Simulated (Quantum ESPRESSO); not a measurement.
# GeAl2O2PN: finding a planted mistake in a log

Simulated, not a measurement. The program is pw.x of Quantum ESPRESSO 7.5 (plane-wave density functional theory). The cell is made up: 7 atoms on a wurtzite lattice with one site empty, with randomly drawn elements, strain and displacements, not relaxed. PseudoDojo standard norm-conserving files (v0.5 for PBE, v0.4.1 for LDA and PBEsol) set the functional; there is no spin polarisation, spin-orbit coupling or dispersion term, and the masses in the input are unused placeholders.

Intended input:

```
&control calculation='scf', pseudo_dir='./dojo.nc.sr.pbe.v0_5.standard.upf', outdir='./o', disk_io='medium', tprnfor=.true., tstress=.true. /
&system ibrav=0, nat=7, ntyp=5, nbnd=27, ecutwfc=84.00895049, nosym=.true., tot_charge=0,
 occupations='smearing', smearing='fd', degauss=0.0018374661
/
&electrons conv_thr=7.350e-09, electron_maxstep=60, /
ATOMIC_SPECIES
Al 1.0 Al.upf
Ge 1.0 Ge.upf
N 1.0 N.upf
O 1.0 O.upf
P 1.0 P.upf
CELL_PARAMETERS angstrom
3.2384 0.0047 0.0063
0.0082 5.6174 0.0644
0.0103 0.0607 5.4778
ATOMIC_POSITIONS angstrom
Ge 1.7369 2.7337 0.0774
Al 1.5787 0.9197 2.787
Al 0.071 3.89 2.6783
O -0.0227 -0.0989 2.0758
P 1.6396 2.7904 2.003
O 1.5888 0.8774 4.8677
N 0.0708 3.874 4.8938
K_POINTS automatic
5 4 4 1 1 1
```

The log is shortened where brackets say so; the opening notice, blank lines, dates and the lines on written files are dropped, and the path of the files is cut. It prints rydbergs, bohrs and kilobars, and counts compression as positive stress. Where no state is partly filled, the Fermi energy that it prints is only some level between the filled and the empty states on the mesh, and need not lie in the true gap.

Log of the intended run:

```
     Program PWSCF v.7.5
     Parallel version (MPI & OpenMP), running on       1 processor cores
     Number of MPI processes:                 1
     Threads/MPI process:                     1
     [start-up lines left out]
     bravais-lattice index     =            0
     lattice parameter (alat)  =       6.1197  a.u.
     unit-cell volume          =     672.3741 (a.u.)^3
     number of atoms/cell      =            7
     number of atomic types    =            5
     number of electrons       =        42.00
     number of Kohn-Sham states=           27
     kinetic-energy cutoff     =      84.0090  Ry
     charge density cutoff     =     336.0358  Ry
     scf convergence threshold =      7.3E-09
     mixing beta               =       0.7000
     number of iterations used =            8  plain     mixing
     Exchange-correlation= PBE
                           (   1   4   3   4   0   0   0)
     [axes and pseudopotential details left out]
   Cartesian axes
     site n.     atom                  positions (alat units)
         1        Ge     tau(   1) = (   0.5363435   0.8441489   0.0239006  )
         2        Al     tau(   2) = (   0.4874924   0.2839974   0.8606076  )
         3        Al     tau(   3) = (   0.0219243   1.2012069   0.8270418  )
         4        O      tau(   4) = (  -0.0070096  -0.0305397   0.6409937  )
         5        P      tau(   5) = (   0.5062979   0.8616575   0.6185135  )
         6        O      tau(   6) = (   0.4906112   0.2709355   1.5031144  )
         7        N      tau(   7) = (   0.0218626   1.1962662   1.5111739  )
     number of k points=    40  Fermi-Dirac smearing, width (Ry)=  0.0018
                       cart. coord. in units 2pi/alat
        k(    1) = (   0.0997553   0.0710804   0.0729233), wk =   0.0500000
        k(    2) = (   0.0994702   0.0693862   0.2207396), wk =   0.0500000
     [further k points left out]
     Dense  grid:    69919 G-vectors     FFT dimensions: (  36,  64,  64)
     Estimated max dynamical RAM per process >      87.42 MB
     Initial potential from superposition of free atoms
     starting charge      41.9941, renormalised to      42.0000
     Starting wfcs are   33 randomized atomic wfcs
     total cpu time spent up to now is        6.8 secs
     per-process dynamical memory:    53.6 Mb
     Self-consistent Calculation
     iteration #  1     ecut=    84.01 Ry     beta= 0.70
     Davidson diagonalization with overlap
     ethr =  1.00E-02,  avg # of iterations =  5.5
     total cpu time spent up to now is       24.6 secs
     total energy              =    -287.73639302 Ry
     estimated scf accuracy    <       1.60875330 Ry
     iteration #  2     ecut=    84.01 Ry     beta= 0.70
     Davidson diagonalization with overlap
     ethr =  3.83E-03,  avg # of iterations =  3.8
     total cpu time spent up to now is       41.7 secs
     total energy              =    -286.79357033 Ry
     estimated scf accuracy    <       9.03254973 Ry
     [iterations 3 to 10 left out]
     iteration # 11     ecut=    84.01 Ry     beta= 0.70
     Davidson diagonalization with overlap
     ethr =  2.75E-09,  avg # of iterations =  4.0
     total cpu time spent up to now is      183.1 secs
     total energy              =    -288.53155724 Ry
     estimated scf accuracy    <       0.00000024 Ry
     iteration # 12     ecut=    84.01 Ry     beta= 0.70
     Davidson diagonalization with overlap
     ethr =  5.76E-10,  avg # of iterations =  2.0
     total cpu time spent up to now is      199.3 secs
     End of self-consistent calculation
     [lines on levels left out]
     the Fermi energy is     7.2739 ev
!    total energy              =    -288.53155728 Ry
     estimated scf accuracy    <          4.7E-09 Ry
     smearing contrib. (-TS)   =      -0.00000000 Ry
     internal energy E=F+TS    =    -288.53155728 Ry
     The total energy is F=E-TS. E is the sum of the following terms:
     one-electron contribution =    -148.34965982 Ry
     hartree contribution      =      99.21576059 Ry
     xc contribution           =     -75.03625994 Ry
     ewald contribution        =    -164.36139812 Ry
     convergence has been achieved in  12 iterations
     Forces acting on atoms (cartesian axes, Ry/au):
     atom    1 type  2   force =    -0.00474709   -0.01475022   -0.46746183
     atom    2 type  1   force =    -0.00179105   -0.24533863    0.16149900
     atom    3 type  1   force =    -0.05718987    0.12338585    0.20842186
     atom    4 type  4   force =     0.00272252    0.11265659    0.06859545
     atom    5 type  5   force =     0.04414575    0.01057605    0.16180675
     atom    6 type  4   force =     0.00891298    0.10554040   -0.09147431
     atom    7 type  3   force =     0.00794676   -0.09207004   -0.04138692
     Total force =     0.665174     Total SCF correction =     0.000380
     Computing stress (Cartesian axis) and pressure
          total   stress  (Ry/bohr**3)                   (kbar)     P=      113.01
   0.00064298  -0.00015686  -0.00020494           94.59      -23.07      -30.15
  -0.00015686   0.00102024  -0.00030185          -23.07      150.08      -44.40
  -0.00020494  -0.00030185   0.00064139          -30.15      -44.40       94.35
     init_run     :      6.28s CPU      6.65s WALL (       1 calls)
     electrons    :    184.67s CPU    192.45s WALL (       1 calls)
     forces       :      2.79s CPU      2.81s WALL (       1 calls)
     stress       :     10.66s CPU     10.70s WALL (       1 calls)
     [timing details left out]
     PWSCF        :   3m24.61s CPU   3m32.92s WALL
     JOB DONE.
```

A second run was made from an input with one planted mistake. Its log:

```
     Program PWSCF v.7.5
     Parallel version (MPI & OpenMP), running on       1 processor cores
     Number of MPI processes:                 1
     Threads/MPI process:                     1
     [start-up lines left out]
     bravais-lattice index     =            0
     lattice parameter (alat)  =       6.1197  a.u.
     unit-cell volume          =     672.3741 (a.u.)^3
     number of atoms/cell      =            7
     number of atomic types    =            5
     number of electrons       =        42.00
     number of Kohn-Sham states=           27
     kinetic-energy cutoff     =      84.0090  Ry
     charge density cutoff     =     336.0358  Ry
     scf convergence threshold =      7.3E-09
     mixing beta               =       0.7000
     number of iterations used =            8  plain     mixing
     Exchange-correlation= PBESOL
                           (   1   4  10   8   0   0   0)
     [axes and pseudopotential details left out]
   Cartesian axes
     site n.     atom                  positions (alat units)
         1        Ge     tau(   1) = (   0.5363435   0.8441489   0.0239006  )
         2        Al     tau(   2) = (   0.4874924   0.2839974   0.8606076  )
         3        Al     tau(   3) = (   0.0219243   1.2012069   0.8270418  )
         4        O      tau(   4) = (  -0.0070096  -0.0305397   0.6409937  )
         5        P      tau(   5) = (   0.5062979   0.8616575   0.6185135  )
         6        O      tau(   6) = (   0.4906112   0.2709355   1.5031144  )
         7        N      tau(   7) = (   0.0218626   1.1962662   1.5111739  )
     number of k points=    40  Fermi-Dirac smearing, width (Ry)=  0.0018
                       cart. coord. in units 2pi/alat
        k(    1) = (   0.0997553   0.0710804   0.0729233), wk =   0.0500000
        k(    2) = (   0.0994702   0.0693862   0.2207396), wk =   0.0500000
     [further k points left out]
     Dense  grid:    69919 G-vectors     FFT dimensions: (  36,  64,  64)
     Estimated max dynamical RAM per process >      87.42 MB
     Initial potential from superposition of free atoms
     starting charge      41.9944, renormalised to      42.0000
     Starting wfcs are   33 randomized atomic wfcs
     total cpu time spent up to now is        8.8 secs
     per-process dynamical memory:    53.6 Mb
     Self-consistent Calculation
     iteration #  1     ecut=    84.01 Ry     beta= 0.70
     Davidson diagonalization with overlap
     ethr =  1.00E-02,  avg # of iterations =  5.5
     total cpu time spent up to now is       27.8 secs
     total energy              =    -287.27950903 Ry
     estimated scf accuracy    <       1.49310118 Ry
     iteration #  2     ecut=    84.01 Ry     beta= 0.70
     Davidson diagonalization with overlap
     ethr =  3.56E-03,  avg # of iterations =  3.6
     total cpu time spent up to now is       44.9 secs
     total energy              =    -286.41822146 Ry
     estimated scf accuracy    <       8.30792792 Ry
     [iterations 3 to 10 left out]
     iteration # 11     ecut=    84.01 Ry     beta= 0.70
     Davidson diagonalization with overlap
     ethr =  2.26E-09,  avg # of iterations =  4.0
     total cpu time spent up to now is      184.6 secs
     total energy              =    -288.01846924 Ry
     estimated scf accuracy    <       0.00000016 Ry
     iteration # 12     ecut=    84.01 Ry     beta= 0.70
     Davidson diagonalization with overlap
     ethr =  3.88E-10,  avg # of iterations =  2.0
     total cpu time spent up to now is      198.1 secs
     End of self-consistent calculation
     [lines on levels left out]
     the Fermi energy is     7.1155 ev
!    total energy              =    -288.01846927 Ry
     estimated scf accuracy    <          3.2E-09 Ry
     smearing contrib. (-TS)   =      -0.00000000 Ry
     internal energy E=F+TS    =    -288.01846927 Ry
     The total energy is F=E-TS. E is the sum of the following terms:
     one-electron contribution =    -148.38975146 Ry
     hartree contribution      =      98.90036046 Ry
     xc contribution           =     -74.16768015 Ry
     ewald contribution        =    -164.36139812 Ry
     convergence has been achieved in  12 iterations
     Forces acting on atoms (cartesian axes, Ry/au):
     atom    1 type  2   force =    -0.00482313   -0.01528003   -0.46041171
     atom    2 type  1   force =    -0.00182946   -0.24538767    0.16121811
     atom    3 type  1   force =    -0.05679332    0.12458766    0.20706012
     atom    4 type  4   force =     0.00267457    0.11115956    0.06916494
     atom    5 type  5   force =     0.04421096    0.01061966    0.15180227
     atom    6 type  4   force =     0.00918082    0.11076699   -0.09028043
     atom    7 type  3   force =     0.00737957   -0.09646618   -0.03855330
     Total force =     0.658541     Total SCF correction =     0.000288
     Computing stress (Cartesian axis) and pressure
          total   stress  (Ry/bohr**3)                   (kbar)     P=       80.08
   0.00042238  -0.00015977  -0.00020189           62.13      -23.50      -29.70
  -0.00015977   0.00080261  -0.00030534          -23.50      118.07      -44.92
  -0.00020189  -0.00030534   0.00040822          -29.70      -44.92       60.05
     init_run     :      8.16s CPU      8.60s WALL (       1 calls)
     electrons    :    187.98s CPU    189.31s WALL (       1 calls)
     forces       :      2.52s CPU      2.55s WALL (       1 calls)
     stress       :      9.59s CPU      9.64s WALL (       1 calls)
     [timing details left out]
     PWSCF        :   3m28.48s CPU   3m30.44s WALL
     JOB DONE.
```

Question: what was wrong in the second input?

Answer: the files are those of another functional. The input lines that differ, file-writing options aside:

```
- &control calculation='scf', pseudo_dir='./dojo.nc.sr.pbe.v0_5.standard.upf', outdir='./o', disk_io='medium', tprnfor=.true., tstress=.true. /
+ &control calculation='scf', pseudo_dir='./dojo.nc.sr.pbesol.v0_4_1.standard.upf', outdir='./o', disk_io='medium', tprnfor=.true., tstress=.true. /
```

```
                                            intended run  run with the mistake
                          free energy (eV)     -3925.672             -3918.691
                    smearing term -TS (eV)        0.0000                0.0000
                            pressure (GPa)         11.30                  8.01
            largest force component (eV/Å)        12.019                11.838
largest change of a force component (eV/Å)                               0.257
                                iterations            12                    12
```

For scale, a rerun of the intended cell at 1437 eV and a 7 x 6 x 6 mesh moved values by no more than 0.016 eV in energy, 0.23 GPa in stress and 0.013 eV/Å in force. Files of another functional have another zero of energy, so the energy change says nothing on stability.